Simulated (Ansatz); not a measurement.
PbSe from a semilocal functional to hybrids

```
CELL_PARAMETERS angstrom
0.00000 3.06215 3.06215
3.06215 0.00000 3.06215
3.06215 3.06215 0.00000
ATOMIC_POSITIONS crystal
Pb 0.50000 0.50000 0.50000
Se 0.00000 0.00000 0.00000
```

All runs: Ansatz, plane waves and PAW, scalar-relativistic (no spin–orbit coupling), 6×6×6 k-mesh, Gaussian smearing of 0.05 eV, no spin polarisation. Semilocal reference PBE: gap 0.29 eV, pressure 2.3 GPa. The hybrids carry no U.

What gap and pressure does r2SCANh give at this geometry?

Gap 0.92 eV, pressure 1.2 GPa.

And the other functionals?


| functional | gap | pressure (GPa) | cutoff (eV) | core-seconds |
| --- | --- | --- | --- | --- |
| HSE06-type hybrid with an exact-exchange fraction of 0.15 | 0.52 eV | 1.6 | 420 | 67 |
| HSE06-type hybrid with an exact-exchange fraction of 0.35 | 0.87 eV | 0.8 | 420 | 74 |
| r2SCANh | 0.92 eV | 1.2 | 500 | 91 |
| B3LYP | 1.18 eV | 4.4 | 420 | 67 |
| PBE0 | 1.24 eV | 1.3 | 420 | 68 |
| revPBE0 | 1.30 eV | 2.3 | 420 | 67 |
| r2SCAN50 | 2.41 eV | 0.5 | 500 | 100 |

In the PBE0 form, going from an exact-exchange fraction of 0.00 to 0.25 opens the gap by 0.95 eV, or 0.38 eV for each tenth. On shared hosts the hybrid runs at the reference's cutoff took roughly 36 to 40 times the core time of the semilocal one on the same mesh, with some more bands. Measured gap: 0.17 eV (direct; 0 K; a printed reference work (textbook)); 0.27 eV (direct; 300 K; a printed reference work (textbook)).

Caveats: core times come from shared hosts and scatter; gaps are read on a coarse mesh; spin–orbit coupling, left out, matters for gaps this small, and the order of the bands may change along the rows; stress loosely converged.
